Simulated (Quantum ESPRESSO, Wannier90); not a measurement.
Wannierisation of SrTe (rock salt)

Cell from Materials Project (mp-1958), symmetrised, no further relaxation. COD (Crystallography Open Database) has an entry of this formula and space group (matched by these alone). Level: LDA, no spin polarisation, no spin-orbit coupling; pw.x of Quantum ESPRESSO at 66 Ry with PseudoDojo potentials, 8×8×8 k-points, Wannier90. Density: 8×8×8 mesh, cold smearing 0.01 Ry. Spin-orbit coupling is left out although heavy elements are present.

Input w.win:

```
num_bands = 18
num_wann = 10
exclude_bands = 1-9
num_iter = 0
conv_tol = 1.0e-6
conv_window = 4
dis_num_iter = 1000
dis_conv_tol = 1.0e-6
dis_froz_max = 9.53
write_hr = true
write_u_matrices = true
begin projections
Sr: s;d
Te: s;p
end projections
begin unit_cell_cart
ang
    0.0000000000    3.3558350000    3.3558350000
    3.3558350000    0.0000000000    3.3558350000
    3.3558350000    3.3558350000    0.0000000000
end unit_cell_cart
begin atoms_frac
Sr   0.0000000000  0.0000000000  0.0000000000
Te   0.5000000000  0.5000000000  0.5000000000
end atoms_frac
mp_grid = 8 8 8
begin kpoints
0.0000000000 0.0000000000 0.0000000000
0.0000000000 0.0000000000 0.1250000000
0.0000000000 0.0000000000 0.2500000000
... (509 more lines: the 8x8x8 mesh through Gamma)
end kpoints
```

On the energy scale of pw.x, whose zero is arbitrary, the valence-band maximum lies at 6.36 eV. Lines of w_hr.dat (R1 R2 R3 m n Re Im, eV) for R = 0 and one of the shortest lattice vectors, rounded to 0.01 eV, lines under 0.02 eV left out; orbitals in order: Sr1 s, Sr1 dz2, Sr1 dxz, Sr1 dyz, Sr1 dx2-y2, Sr1 dxy, Te2 s, Te2 pz, Te2 px, Te2 py.

```
    0    0    0    1    1    10.39     0.00
    0    0    0    2    2    11.74     0.00
    0    0    0    3    3    10.68     0.00
    0    0    0    8    3     0.02     0.00
    0    0    0    9    3     0.02     0.00
    0    0    0    4    4    10.68     0.00
    0    0    0    8    4     0.02     0.00
    0    0    0   10    4     0.02     0.00
    0    0    0    5    5    11.74     0.00
    0    0    0    6    6    10.68     0.00
    0    0    0    9    6     0.02     0.00
    0    0    0   10    6     0.02     0.00
    0    0    0    7    7    -2.65     0.00
    0    0    0    3    8     0.02     0.00
    0    0    0    4    8     0.02     0.00
    0    0    0    8    8     6.34     0.00
    0    0    0    3    9     0.02     0.00
    0    0    0    6    9     0.02     0.00
    0    0    0    9    9     6.34     0.00
    0    0    0    4   10     0.02     0.00
    0    0    0    6   10     0.02     0.00
    0    0    0   10   10     6.34     0.00
   -1    0    0    1    1    -0.17     0.00
   -1    0    0    2    1    -0.03     0.00
   -1    0    0    4    1    -0.11     0.00
   -1    0    0    5    1     0.05     0.00
   -1    0    0    1    2    -0.03     0.00
   -1    0    0    2    2    -0.07     0.00
   -1    0    0    4    2    -0.03     0.00
   -1    0    0    3    3     0.14     0.00
   -1    0    0    6    3     0.09     0.00
   -1    0    0    1    4    -0.11     0.00
   -1    0    0    2    4    -0.03     0.00
   -1    0    0    4    4    -0.49     0.00
   -1    0    0    5    4     0.05     0.00
   -1    0    0    1    5     0.05     0.00
   -1    0    0    4    5     0.05     0.00
   -1    0    0    5    5    -0.05     0.00
   -1    0    0    3    6     0.09     0.00
   -1    0    0    6    6     0.14     0.00
   -1    0    0    1    7    -0.68     0.00
   -1    0    0    2    7     0.44     0.00
   -1    0    0    5    7    -0.76     0.00
   -1    0    0    3    8    -0.61     0.00
   -1    0    0    8    8     0.12     0.00
   -1    0    0    1    9     1.30     0.00
   -1    0    0    2    9    -0.67     0.00
   -1    0    0    5    9     1.16     0.00
   -1    0    0    9    9    -0.03     0.00
   -1    0    0    6   10    -0.61     0.00
   -1    0    0   10   10     0.12     0.00
```
